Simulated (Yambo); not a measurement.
Excitons in PdSO₄

```
PdSO4
1.0
    3.74516    -3.18013     0.00000
    3.74516     3.18013     0.00000
   -1.44385     0.00000     7.64245
O S Pd
8 2 2
Direct
  0.88402   0.77580   0.20954
  0.11598   0.22420   0.79046
  0.22420   0.11598   0.29046
  0.77580   0.88402   0.70954
  0.22316   0.80760   0.59489
  0.77684   0.19240   0.40511
  0.19240   0.77684   0.90511
  0.80760   0.22316   0.09489
  0.92576   0.07424   0.25000
  0.07424   0.92576   0.75000
  0.50000   0.00000   0.50000
  0.00000   0.50000   0.00000
```

The geometry is that of Materials Project entry mp-2677258, symmetrised and not relaxed again.

BSE in Yambo on PBEsol (pw.x of Quantum ESPRESSO, ONCV potentials, without SOC) bands: 4×4×2 mesh, 24 valence and 9 conduction bands, static screening with 115 bands and a 3 Ry block, scissor 1.85 eV, Tamm-Dancoff; field along x.

```json
[
 {"state": "1", "energy (eV)": "1.43", "states within 2 meV": "1", "relative strength": "< 0.01", "class": "dark", "main transitions": "several band pairs"},
 {"state": "2", "energy (eV)": "1.45", "states within 2 meV": "1", "relative strength": "< 0.01", "class": "dark", "main transitions": "several band pairs"},
 {"state": "3", "energy (eV)": "1.51", "states within 2 meV": "1", "relative strength": "< 0.01", "class": "dark", "main transitions": "several band pairs"},
 {"state": "4", "energy (eV)": "1.56", "states within 2 meV": "1", "relative strength": "< 0.01", "class": "dark", "main transitions": "several band pairs"},
 {"state": "5", "energy (eV)": "1.64", "states within 2 meV": "1", "relative strength": "< 0.01", "class": "dark", "main transitions": "several band pairs"},
 {"state": "6", "energy (eV)": "1.65", "states within 2 meV": "1", "relative strength": "< 0.01", "class": "dark", "main transitions": "several band pairs"},
 {"state": "7", "energy (eV)": "1.90", "states within 2 meV": "1", "relative strength": "< 0.01", "class": "dark", "main transitions": "several band pairs"},
 {"state": "8", "energy (eV)": "1.91", "states within 2 meV": "1", "relative strength": "< 0.01", "class": "dark", "main transitions": "several band pairs"},
 {"state": "9", "energy (eV)": "2.33", "states within 2 meV": "1", "relative strength": "< 0.01", "class": "dark", "main transitions": "VB → CB (88 %)"},
 {"state": "10", "energy (eV)": "2.43", "states within 2 meV": "1", "relative strength": "0.25", "class": "weak", "main transitions": "VB → CB (90 %)"}
]
```

These are vertical excitations (zero momentum). The direct quasiparticle gap on this mesh is 2.79 eV; counted from there, state 1 is bound by 1.36 eV. Convergence with the mesh was not shown.

Spin singlets only. Strengths are relative to the strongest of the lowest states of this run; strong means a line over 3 % of the spectrum's maximum, dark under 0.03 %. Absolute energies carry the error of the G0W0 scissor, whose convergence isn't established; the long-wavelength screening was taken along (1,1,1) although the crystal is anisotropic.

Spin-orbit splittings are left out.

The structure is a Materials Project entry; no match was found in the copy of COD used, and its stability was not checked.
